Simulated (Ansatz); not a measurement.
Theory: Ansatz, DFT PBE, scalar-relativistic, plane waves, PAW. Several structures of Bi6Te from a search were relaxed, and the powder pattern of one of them was computed from 10° to 70° in 2θ (λ = 1.5406 Å).

Cu Kα1 powder pattern (kinematic, no thermal factors).
```
2θ (°)  relative intensity
 14.08                   4
 15.35                  20
 20.89                   7
 26.75                  17
 28.37                  46
 30.35                  88
 30.99                 100
 32.41                  33
 34.18                   3
 39.39                  35
 42.51                  51
 43.93                  44
 46.05                   1
 47.24                   3
 50.94                  10
 51.48                  21
 55.12                   6
 57.19                   2
 57.57                   6
 58.70                   9
 59.59                  57
 61.06                   1
 61.31                  17
 63.14                   3
 64.58                   2
 65.41                  20
 65.64                   3
 67.86                  22
```

Question: Which structure gives it?
A.

```cif
data_structure
_symmetry_space_group_name_H-M 'C2/m'
_symmetry_Int_Tables_number 12
_cell_length_a 8.1111
_cell_length_b 4.5720
_cell_length_c 14.0156
_cell_angle_alpha 90.000
_cell_angle_beta 105.503
_cell_angle_gamma 90.000
_cell_volume 500.85
loop_
_atom_site_label
_atom_site_type_symbol
_atom_site_symmetry_multiplicity
_atom_site_Wyckoff_symbol
_atom_site_fract_x
_atom_site_fract_y
_atom_site_fract_z
_atom_site_occupancy
Bi1 Bi 4 i 0.87394 0.00000 0.56518 1
Bi2 Bi 4 i 0.05875 0.50000 0.72262 1
Bi3 Bi 4 i 0.69741 0.00000 0.14651 1
Te1 Te 2 a 0.00000 0.00000 0.00000 1
```

B.

```cif
data_structure
_symmetry_space_group_name_H-M 'P-31m'
_symmetry_Int_Tables_number 162
_cell_length_a 6.6597
_cell_length_b 6.6597
_cell_length_c 6.2865
_cell_angle_alpha 90.000
_cell_angle_beta 90.000
_cell_angle_gamma 120.000
_cell_volume 241.46
loop_
_atom_site_label
_atom_site_type_symbol
_atom_site_symmetry_multiplicity
_atom_site_Wyckoff_symbol
_atom_site_fract_x
_atom_site_fract_y
_atom_site_fract_z
_atom_site_occupancy
Bi1 Bi 6 k 0.42948 0.00000 0.24741 1
Te1 Te 1 a 0.00000 0.00000 0.00000 1
```

C.

```cif
data_structure
_symmetry_space_group_name_H-M 'R-3m:H'
_symmetry_Int_Tables_number 166
_cell_length_a 8.0778
_cell_length_b 8.0778
_cell_length_c 13.5236
_cell_angle_alpha 90.000
_cell_angle_beta 90.000
_cell_angle_gamma 120.000
_cell_volume 764.20
loop_
_atom_site_label
_atom_site_type_symbol
_atom_site_symmetry_multiplicity
_atom_site_Wyckoff_symbol
_atom_site_fract_x
_atom_site_fract_y
_atom_site_fract_z
_atom_site_occupancy
Bi1 Bi 9 e 0.16667 0.33333 0.33333 1
Bi2 Bi 9 d 0.16667 0.33333 0.83333 1
Te1 Te 3 a 0.00000 0.00000 0.00000 1
```

Answer: B. Its strongest line, at 2θ = 30.99°, has d = λ/(2 sin θ) = 2.884 Å and is the (2 0 0) reflection of the conventional P-31m cell with a = 6.660 Å, c = 6.287 Å. The others have their strongest lines at 27.7° (C2/m); 28.7° (R-3m). In energy it lies 85 meV/atom above the lowest of those shown.

These are computed cells and needn't be stable.
